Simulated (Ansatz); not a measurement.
MoPt (CsCl type, Pm-3m), a = b = c = 3.140 Å, α = β = γ = 90.00°.

Relaxed with PBEsol.

Task: Which orbitals make up the states near the Fermi level in PBEsol in the plane-wave PAW code Ansatz?

Result: Within 0.5 eV of the Fermi level: Mo 4d 67 %, Pt 5d 25 %. Projections are on Löwdin-orthogonalised atomic valence shells; empty p or d shells of many metals are not among them.

Task: Tabulate the density of states.

Result: States/eV per cell of 2 atoms, in 0.25 eV bins, energy from the Fermi level.

```
E (eV)  total  Pt 5d  Mo 4d  Pt 6s
------  -----  -----  -----  -----
-7.85    0.18   0.00   0.00   0.08
-7.60    0.22   0.01   0.01   0.10
-7.35    0.26   0.01   0.01   0.12
-7.10    0.33   0.03   0.02   0.14
-6.85    0.58   0.11   0.11   0.20
-6.60    1.29   0.36   0.36   0.37
-6.35    1.69   0.65   0.47   0.39
-6.10    2.14   0.99   0.56   0.41
-5.85    2.14   1.18   0.61   0.20
-5.60    2.83   1.77   0.78   0.09
-5.35    2.92   1.91   0.77   0.06
-5.10    1.90   1.24   0.51   0.04
-4.85    4.41   3.21   1.03   0.03
-4.60    4.51   3.31   1.07   0.04
-4.35    2.78   2.02   0.67   0.05
-4.10    2.67   1.95   0.59   0.07
-3.85    3.34   2.50   0.60   0.14
-3.60    3.89   2.91   0.69   0.14
-3.35    2.00   1.30   0.47   0.09
-3.10    2.43   1.63   0.53   0.08
-2.85    1.74   1.05   0.45   0.06
-2.60    1.01   0.37   0.40   0.05
-2.35    0.76   0.28   0.31   0.04
-2.10    0.63   0.24   0.26   0.03
-1.85    0.58   0.23   0.25   0.03
-1.60    0.61   0.25   0.28   0.02
-1.35    0.90   0.46   0.38   0.03
-1.10    2.14   1.15   0.85   0.07
-0.85    2.99   1.20   1.54   0.06
-0.60    3.47   1.07   2.14   0.03
-0.35    3.51   0.97   2.30   0.05
-0.10    3.02   0.72   2.06   0.07
0.15     3.58   0.85   2.48   0.09
0.40     3.30   0.73   2.22   0.15
0.65     1.77   0.31   1.21   0.11
0.90     1.08   0.17   0.81   0.05
1.15     1.06   0.16   0.83   0.03
1.40     1.27   0.20   0.99   0.03
1.65     1.95   0.32   1.53   0.03
1.90     2.67   0.43   2.13   0.03
2.15     2.49   0.37   2.00   0.03
2.40     1.50   0.29   1.09   0.03
2.65     0.56   0.13   0.33   0.03
2.90     0.37   0.07   0.18   0.03
3.15     0.63   0.06   0.29   0.04
3.40     0.85   0.05   0.35   0.06
3.65     0.71   0.05   0.25   0.07
3.90     0.66   0.05   0.20   0.08
4.15     0.63   0.04   0.17   0.09
4.40     0.62   0.04   0.14   0.10
4.65     0.61   0.04   0.12   0.11
```

The start of the workflow was typed in or built on a structure type; neither database checked (COD, Materials Project) lists it. Its standing as an ambient phase is unchecked. Symmetry was held in the PBEsol relaxation. At this level the phase is mechanically unstable. No spin polarisation was allowed. Its formation energy is positive at this level, so the cell may be metastable or incomplete. Spin–orbit coupling is left out wherever it is not named.

Potentials: the later of the program's two PAW sets.
